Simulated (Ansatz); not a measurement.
Here is the system:

Ga2O3:
```xyz
5
Lattice="2.9934 0.0000 0.0000 -1.4967 2.5923 0.0000 0.0000 0.0000 6.9697" Properties=species:S:1:pos:R:3 pbc="T T T"
Ga     0.0000     1.7282     1.3950
Ga     1.4967     0.8641     5.5747
O      0.0000     0.0000     0.0000
O      0.0000     1.7282     4.8440
O      1.4967     0.8641     2.1256
```

This is the PBEsol-relaxed structure. x, y and z are the axes in which the lattice vectors are written.

**Question.** All from plane-wave PAW PBEsol (Ansatz code), unless another level is named. Give the highest zone-centre frequency (without LO–TO term).

**Answer.** 540 cm⁻¹.

**Question.** Predict the elastic constants (relaxed ions, GPa).

**Answer.** C11 = 263, C12 = 204, C13 = 18.7, C14 = 18.0, C33 = 21.9, C44 = 17.4.

Space group P-3m1 (La2O3 or Ni2Al3 type). The cell is a constructed one: a structure type filled with these elements; neither database checked (COD, Materials Project) lists it. It is not the phase usual at ambient conditions (space group No. 12, 167). Symmetry was held in the PBEsol relaxation. At this level the phase is dynamically unstable (imaginary phonons).

Potentials: the earlier of the program's two PAW sets. The files were generated under PBE; for other functionals the program regenerates the frozen cores, and for LDA and PBEsol the local potential too.
